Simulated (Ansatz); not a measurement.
ZnO:
```cif
data_O4Zn4
_chemical_formula_sum 'Zn4 O4'
_space_group_name_H-M_alt 'P 1'
_space_group_IT_number 1
_cell_length_a 3.18030
_cell_length_b 3.18030
_cell_length_c 10.34035
_cell_angle_alpha 90.000
_cell_angle_beta 90.000
_cell_angle_gamma 120.000
loop_
_space_group_symop_operation_xyz
  'x, y, z'
loop_
_atom_site_label
_atom_site_type_symbol
_atom_site_fract_x
_atom_site_fract_y
_atom_site_fract_z
_atom_site_occupancy
Zn1 Zn 0.00000 0.00000 0.00058 1
Zn2 Zn 0.00000 0.00000 0.50058 1
Zn3 Zn 0.66667 0.33333 0.75050 1
Zn4 Zn 0.33333 0.66667 0.25050 1
O1 O 0.00000 0.00000 0.81216 1
O2 O 0.00000 0.00000 0.31216 1
O3 O 0.66667 0.33333 0.56239 1
O4 O 0.33333 0.66667 0.06239 1
```

Relaxed with LDA.

**Question.** Give the optical modes at the zone centre with their infrared and Raman activity from DFPT, plane-wave PAW LDA (Ansatz code).

**Answer.** Transverse frequencies, without the LO–TO term; a row sums one degenerate level.

| ω (cm⁻¹) | degeneracy | IR ((D/Å)²/amu) | Raman (Å⁴/amu) | activity | symmetry |
|---|---|---|---|---|---|
| 65 | 2 | 0.00 | 1.4 | Raman | E2 |
| 68 | 2 | 0.00 | 2.2 | Raman | E2 |
| 88 | 2 | 0.00 | 0 | silent | E1 |
| 189 | 1 | 0.00 | 0 | silent | B1 |
| 190 | 1 | 0.00 | 0 | silent | B1 |
| 263 | 1 | 0.01 | 0.60 | Raman | A1 |
| 397 | 1 | 32.40 | 9.2 | IR+Raman | A1 |
| 405 | 2 | 63.00 | 2.8 | IR+Raman | E1 |
| 423 | 2 | 0.00 | 0.77 | Raman | E2 |
| 427 | 2 | 0.00 | 13 | Raman | E2 |
| 442 | 2 | 0.15 | 0 | IR | E1 |
| 557 | 1 | 0.00 | 0 | silent | B1 |
| 557 | 1 | 0.01 | 0 | silent | A1 |
| 561 | 1 | 0.00 | 0 | silent | B1 |

**Question.** How high does the top mode go among those that the LO–TO term moves?

**Answer.** 554 cm⁻¹ for q along x, 554 cm⁻¹ for q along y, 550 cm⁻¹ for q along z.

Space group P6_3mc. A made-up cell: these elements were put on the sites of a structure type. Its sites differ from those of the usual phase in this space group: another stacking or structure type. Symmetry was held in the LDA relaxation; whether a distortion lowers the energy is not shown.

Potentials: the later of the program's two PAW sets.
